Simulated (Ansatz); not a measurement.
The start is a relaxed TiTe2 cell shaken by Gaussian noise of σ = 0.08 Å a coordinate. Cell shape, volume and atoms are optimised at zero target pressure with r2SCAN (plane waves to 500 eV, PAW, scalar-relativistic; Ansatz, a first-principles code). The first steps use a coarse 4×4×6 k-mesh.

Initial structure:
```yaml
crystal:
  lattice:
    - [7.90975, 0.00000, 0.00000]
    - [-3.95488, 6.85005, 0.00000]
    - [0.00000, 0.00000, 3.85532]
  atoms:
    - { symbol: Te, position: [0.24971, 0.25606, 0.00367] }
    - { symbol: Te, position: [0.71243, 0.00836, 0.99709] }
    - { symbol: Te, position: [0.99686, 0.73339, 0.97960] }
    - { symbol: Te, position: [0.62545, 0.63176, 0.50098] }
    - { symbol: Te, position: [0.39759, 0.01155, 0.50839] }
    - { symbol: Te, position: [0.03738, 0.40443, 0.52596] }
    - { symbol: Ti, position: [0.02064, 0.99302, 0.51594] }
    - { symbol: Ti, position: [0.64858, 0.31727, 0.98056] }
    - { symbol: Ti, position: [0.34958, 0.67353, 0.01572] }
```

```yaml
initial_pressure: "+2 GPa (positive: the cell is compressed)"
largest_initial_force: about 2.0 eV/Å, on Ti7 (atoms numbered as listed)
energy_released: 0.09 eV/atom
relative_to_the_parent: The parent structure is recovered, P-62m (No. 189)
Shortest distances (start → end): "The closest pairs of elements (up to four, under 3.6 Å), start → end: Te–Ti 2.66 → 2.88 Å; Te–Te 3.09 → 3.30 Å"
optimiser_moves: 15
```

Final values are on a 12×7×7 k-mesh of the relaxed cell. No spin polarisation in the result.

The relaxed structure here is a generated cell of TiTe2: the first start was made by placing the elements on the sites of a structure type, and the end was not matched to a known phase here, so it may be hypothetical. Known forms of TiTe2 include space group No. 164.
